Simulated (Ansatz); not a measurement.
Question: Each is relaxed and computed with the program Ansatz at the r²SCAN level (PAW). Which alone has a direct gap?
(A) GaN, P6_3mc (Ga on 2a, Ga on 2b, N on 2a, N on 2b)
(B) LaN, P4/nmm (La on 2c, N on 2a)
(C) BN, zinc blende
(D) AlN, P6_3mc (Pearson symbol hP12)

Answer: A, GaN, P6_3mc (Ga on 2a, Ga on 2b, N on 2a, N on 2b). GaN: gap 2.26 eV (direct); AlN: gap 4.44 eV (indirect); BN: gap 5.00 eV (indirect); LaN: gap 1.86 eV (indirect). Built on a structure type that need not be the filed one of that space group: GaN, P6_3mc (Ga on 2a, Ga on 2b, N on 2a, N on 2b); AlN, P6_3mc (Pearson symbol hP12). Not the usual ambient phase: GaN, P6_3mc (Ga on 2a, Ga on 2b, N on 2a, N on 2b); AlN, P6_3mc (Pearson symbol hP12). Standing as an ambient phase not checked: LaN, P4/nmm (La on 2c, N on 2a). Unstable at this level: LaN, P4/nmm (La on 2c, N on 2a). All cells were relaxed under the symmetry of their starts (and spin orders); stability against distortions was not tested throughout. Spin–orbit coupling is left out wherever it is not named.

Potentials: the later of the program's two PAW sets.
